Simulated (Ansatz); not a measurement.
AlCuGeSe4:
```cif
data_Al2Cu2Ge2Se8
_chemical_formula_sum 'Al2 Cu2 Ge2 Se8'
_space_group_name_H-M_alt 'I-4'
_space_group_IT_number 82
_space_group_name_Hall 'I -4'
_cell_length_a 5.52622
_cell_length_b 5.52622
_cell_length_c 10.73024
_cell_angle_alpha 90.000
_cell_angle_beta 90.000
_cell_angle_gamma 90.000
loop_
_atom_site_label
_atom_site_type_symbol
_atom_site_symmetry_multiplicity
_atom_site_Wyckoff_symbol
_atom_site_fract_x
_atom_site_fract_y
_atom_site_fract_z
_atom_site_occupancy
Al1 Al 2 c 0.00000 0.50000 0.25000 1
Cu1 Cu 2 a 0.00000 0.00000 0.00000 1
Ge1 Ge 2 b 0.00000 0.00000 0.50000 1
Se1 Se 8 g 0.25837 0.23587 0.36881 1
```
(The calculation used a cell of 7 atoms; values per cell refer to that cell.)

Relaxed at zero pressure with the program Ansatz at the r²SCAN level (PAW).

The volume is lowered by 6 % and shape and atoms relax at that volume. What pressure results, and how do the axes share the change?

3.3 GPa; a -2.1 %, b -2.1 %, c -2.0 %; the energy rises by 13 meV/atom.

Give the new structure.


Space group I-4 (No. 82); a = b = 5.411 Å, c = 10.519 Å, α = β = γ = 90.00°

| atom | site | symmetry | x | y | z |
|---|---|---|---|---|---|
| Al | 2c | -4.. | 0.0000 | 0.5000 | 0.2500 |
| Cu | 2a | -4.. | 0.0000 | 0.0000 | 0.0000 |
| Ge | 2b | -4.. | 0.0000 | 0.0000 | 0.5000 |
| Se | 8g | 1 | 0.2656 | 0.2305 | 0.3663 |

The phase is kept; no other phase was compared at this pressure.

The first step of the workflow began from a Materials Project structure, measured or hypothetical; the Crystallography Open Database copy checked does not list it. Whether it is the stable phase at ambient conditions was not checked. Symmetry was held in the r²SCAN relaxation; whether a distortion lowers the energy is not shown. No spin polarisation was allowed.

Potentials: the later of the program's two PAW sets.
